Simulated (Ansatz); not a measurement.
YN in space group P4/nmm (No. 129; Y on 2c, N on 2a) under volume change, PBEsol (plane waves, PAW; program Ansatz), shape and atoms relaxed at each volume.

```json
[
 {"V (Å³/atom)": "13.655", "E − E(relaxed) (meV/atom)": "27.2", "P (GPa)": "7.31"},
 {"V (Å³/atom)": "14.105", "E − E(relaxed) (meV/atom)": "11.1", "P (GPa)": "4.28"},
 {"V (Å³/atom)": "14.555", "E − E(relaxed) (meV/atom)": "2.6", "P (GPa)": "1.91"},
 {"V (Å³/atom)": "15.006", "E − E(relaxed) (meV/atom)": "0.0", "P (GPa)": "0.01"},
 {"V (Å³/atom)": "15.456", "E − E(relaxed) (meV/atom)": "2.2", "P (GPa)": "-1.48"},
 {"V (Å³/atom)": "15.906", "E − E(relaxed) (meV/atom)": "7.9", "P (GPa)": "-2.61"},
 {"V (Å³/atom)": "16.356", "E − E(relaxed) (meV/atom)": "16.6", "P (GPa)": "-3.48"}
]
```

### Question
What does a third-order Birch–Murnaghan fit give for V₀, B₀ and B′?

### Answer
V₀ = 15.01 Å³/atom, B₀ = 55.5 GPa, B′ = 7.2.

The cell is a constructed one: a structure type filled with these elements; neither database checked (COD, Materials Project) lists it. COD files the formula under space group No. 225, so this cell is another polymorph or a model. Whether it is the stable phase at ambient conditions was not checked. Symmetry was held in the PBEsol relaxation; its stability against distortions is not shown here. No spin polarisation was allowed.

Potentials: the later of the program's two PAW sets.
